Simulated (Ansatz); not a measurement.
Relaxation of a relaxed Nb cell, doubled along one cell vector, shaken by Gaussian noise of σ = 0.08 Å a coordinate; 4 atoms in the cell, which starts as P1 (No. 1), aP4; a = 2.8588 Å, b = 4.9516 Å, c = 5.2462 Å, α = 90.00°, β = 90.00°, γ = 90.00°. These are r2SCAN (plane waves to 500 eV, PAW, scalar-relativistic; Ansatz, an electronic-structure program) values and carry that method's errors. Γ-centred k-mesh 13×7×6 on the run's cell (coarser than for final values), Fermi–Dirac smearing 0.05 eV. This is the first round of the run. 

The optimiser's lines from the output (shortened; P is positive under compression):

```
relax step   1: F+E_penalty+E_count = -18253.26774864 eV  Δ(F+E_penalty+E_count) = +0.000e0 eV  max|allowed force component| = 9.799e-1 eV/Å  Δτ_max = 0.0000 Å  P = +1.044 GPa  Ω = 74.263 Å³  (10 SCF iters, dr2 threshold 1.00e-7 eV, accepted)
relax step   2: F+E_penalty+E_count = -18253.20908077 eV  Δ(F+E_penalty+E_count) = +5.867e-2 eV  max|allowed force component| = 1.789e0 eV/Å  Δτ_max = 0.1943 Å  P = +2.108 GPa  Ω = 73.864 Å³  (9 SCF iters, dr2 threshold 4.00e-7 eV, rejected (line search))
relax step   3: F+E_penalty+E_count = -18253.47015426 eV  Δ(F+E_penalty+E_count) = -2.024e-1 eV  max|allowed force component| = 5.903e-1 eV/Å  Δτ_max = 0.0971 Å  P = -0.029 GPa  Ω = 74.231 Å³  (13 SCF iters, accepted)
relax step   4: F+E_penalty+E_count = -18253.66805304 eV  Δ(F+E_penalty+E_count) = -1.979e-1 eV  max|allowed force component| = 5.333e-1 eV/Å  Δτ_max = 0.0978 Å  P = -0.137 GPa  Ω = 74.007 Å³  (9 SCF iters, dr2 threshold 4.00e-7 eV, accepted)
relax step   5: F+E_penalty+E_count = -18253.96068833 eV  Δ(F+E_penalty+E_count) = -2.926e-1 eV  max|allowed force component| = 1.189e0 eV/Å  Δτ_max = 0.1500 Å  P = -0.442 GPa  Ω = 73.851 Å³  (9 SCF iters, dr2 threshold 4.00e-7 eV, accepted)
relax step   6: F+E_penalty+E_count = -18254.38267024 eV  Δ(F+E_penalty+E_count) = -4.220e-1 eV  max|allowed force component| = 9.840e-1 eV/Å  Δτ_max = 0.1867 Å  P = -1.358 GPa  Ω = 73.485 Å³  (9 SCF iters, dr2 threshold 4.00e-7 eV, accepted)
relax step   7: F+E_penalty+E_count = -18254.62907047 eV  Δ(F+E_penalty+E_count) = -2.464e-1 eV  max|allowed force component| = 1.259e-1 eV/Å  Δτ_max = 0.1156 Å  P = -0.016 GPa  Ω = 72.191 Å³  (10 SCF iters, dr2 threshold 4.00e-7 eV, accepted)
relax step   8: F+E_penalty+E_count = -18254.64112686 eV  Δ(F+E_penalty+E_count) = -1.206e-2 eV  max|allowed force component| = 6.255e-2 eV/Å  Δτ_max = 0.0121 Å  P = -0.483 GPa  Ω = 72.350 Å³  (7 SCF iters, dr2 threshold 4.00e-7 eV, accepted)
relax step   9: F+E_penalty+E_count = -18254.64444853 eV  Δ(F+E_penalty+E_count) = -3.322e-3 eV  max|allowed force component| = 5.422e-3 eV/Å  Δτ_max = 0.0051 Å  P = -0.076 GPa  Ω = 72.153 Å³  (6 SCF iters, dr2 threshold 4.00e-7 eV, accepted)
relax step  10: F+E_penalty+E_count = -18254.64573946 eV  Δ(F+E_penalty+E_count) = -1.291e-3 eV  max|allowed force component| = 3.988e-2 eV/Å  Δτ_max = 0.0055 Å  P = +0.056 GPa  Ω = 72.076 Å³  (6 SCF iters, dr2 threshold 3.32e-7 eV, accepted)
relax step  11: F+E_penalty+E_count = -18254.64537027 eV  Δ(F+E_penalty+E_count) = +3.692e-4 eV  max|allowed force component| = 8.795e-4 eV/Å  Δτ_max = 0.0048 Å  P = -0.042 GPa  Ω = 72.117 Å³  (8 SCF iters, dr2 threshold 4.00e-7 eV, rejected (line search))
relax step  12: F+E_penalty+E_count = -18254.64833331 eV  Δ(F+E_penalty+E_count) = -2.594e-3 eV  max|allowed force component| = 1.332e-2 eV/Å  Δτ_max = 0.0062 Å  P = -0.239 GPa  Ω = 72.186 Å³  (11 SCF iters, accepted)
relax step  13: F+E_penalty+E_count = -18254.63706513 eV  Δ(F+E_penalty+E_count) = +1.127e-2 eV  max|allowed force component| = 1.966e-1 eV/Å  Δτ_max = 0.0177 Å  P = +1.565 GPa  Ω = 71.491 Å³  (8 SCF iters, dr2 threshold 4.00e-7 eV, rejected (line search))
relax step  14: F+E_penalty+E_count = -18254.64915641 eV  Δ(F+E_penalty+E_count) = -8.231e-4 eV  max|allowed force component| = 1.015e-3 eV/Å  Δτ_max = 0.0019 Å  P = +0.048 GPa  Ω = 72.074 Å³  (12 SCF iters, accepted)
relax step  15: F+E_penalty+E_count = -18254.64917016 eV  Δ(F+E_penalty+E_count) = -1.375e-5 eV  max|allowed force component| = 1.737e-4 eV/Å  Δτ_max = 0.0001 Å  P = -0.003 GPa  Ω = 72.096 Å³  (5 SCF iters, dr2 threshold 1.43e-8 eV, accepted)
relax step  16: F+E_penalty+E_count = -18254.64917327 eV  Δ(F+E_penalty+E_count) = -3.112e-6 eV  max|allowed force component| = 7.719e-5 eV/Å  Δτ_max = 0.0000 Å  P = -0.001 GPa  Ω = 72.095 Å³  (5 SCF iters, dr2 threshold 1.36e-9 eV, accepted)
relax step  17: F+E_penalty+E_count = -18254.64956517 eV  Δ(F+E_penalty+E_count) = -3.919e-4 eV  max|allowed force component| = 7.694e-5 eV/Å  Δτ_max = 0.0000 Å  P = +0.001 GPa  Ω = 72.095 Å³  stress off target by 3.38e-2 GPa  SCF on the basis re-selected at this cell (its energy is not comparable with the rows above)  (7 SCF iters)
relax step  18: F+E_penalty+E_count = -18254.64956802 eV  Δ(F+E_penalty+E_count) = -2.849e-6 eV  max|allowed force component| = 5.645e-5 eV/Å  Δτ_max = 0.0000 Å  P = -0.001 GPa  Ω = 72.096 Å³  (4 SCF iters, dr2 threshold 2.86e-9 eV, accepted)
relax step  19: F+E_penalty+E_count = -18254.64957113 eV  Δ(F+E_penalty+E_count) = -3.108e-6 eV  max|allowed force component| = 5.638e-5 eV/Å  Δτ_max = 0.0000 Å  P = -0.001 GPa  Ω = 72.096 Å³  stress off target by 3.30e-3 GPa  SCF on the basis re-selected at this cell (its energy is not comparable with the rows above)  (4 SCF iters)
```

From the first to the last row the energy changes by -0.35 eV/atom and the volume by -2.9 %. The last row is marked as not comparable with the walk above it, whose basis was carried along; it does compare with step 1, since both stand on a basis selected at the nominal cutoff for their own cell.

Steps 2, 11, 13 were rejected by the optimiser.

Later rounds, restarted from the end of this one on a renewed k-mesh, logged 6 more steps and released under 0.01 eV/atom more. The final structure after all rounds: Im-3m (No. 229), cI2, bcc (W type); a = 3.303 Å, b = 3.303 Å, c = 3.303 Å, α = 90.00°, β = 90.00°, γ = 90.00°. Between re-selections the logged energies stand on a plane-wave basis carried along with the cell. No spin polarisation in the result.

Of the parent cell (P6₃/mmc (No. 194)): it is a generated cell of Nb: the first start was made by a random draw of sites in a space group, and the end was not matched to a known phase here, so it may be hypothetical. Known forms of Nb include space group No. 229.
